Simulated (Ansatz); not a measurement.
PbF$_{2}$: excitons and shallow donors from band masses and screening

Theory: Ansatz, DFT PBE+D3(BJ), scalar-relativistic, plane waves, PAW.

Cutoff 420 eV; k points 8×8×8 on the computed 3-atom cell (Γ-centred); Gaussian smearing, width 0.02 eV; no spin polarisation.

Relaxed cell: Fm-3m, a = 5.962 Å, b = 5.962 Å, c = 5.962 Å, α = 90.00°, β = 90.00°, γ = 90.00°, 3 atoms in the primitive cell. Whether it is the stable form of this composition wasn't checked.

The calculation gives a Kohn–Sham gap of 4.42 eV, an electron mass of 0.687 mₑ and a hole mass of 8 mₑ (harmonic means over x, y, z and over the bands degenerate at each edge), and ε∞ = 3.70 (independent particles, mean of the diagonal). The masses depend on direction at the band edges, which the isotropic model averages.

Q: Estimate the binding energy and radius of a Wannier–Mott exciton and of a shallow donor, and say whether the hydrogenic model can hold.

A: The reduced mass is μ = mₙmₕ/(mₙ + mₕ) = 0.632 mₑ, with mₙ and mₕ the band masses. With E_b = 13.606 eV × μ/ε² and a = 0.529 Å × ε/μ (μ in mₑ) the exciton has E_b = 629 meV and a = 3.1 Å. For a donor μ is the electron mass: 683 meV and 2.9 Å. The radius isn't large against the shortest lattice vector (4.22 Å), so the continuum picture is doubtful and the numbers are only a scale. In a polar crystal the ions screen too, so a state bound more weakly than an optical phonon feels the larger static constant, which lowers the energy and widens the orbit. The other way, the small Kohn–Sham gap and the missing local fields make ε∞ too large and the masses tend to be too light, which underbinds. The edges lie at different points of the zone, so the exciton is indirect.

Spin-orbit coupling is left out, which matters for the bands of heavy elements.

Cost: 4 runs of about 0.85 core-minutes in all, on Intel Xeon (Skylake/Cascade Lake) (shared hosts).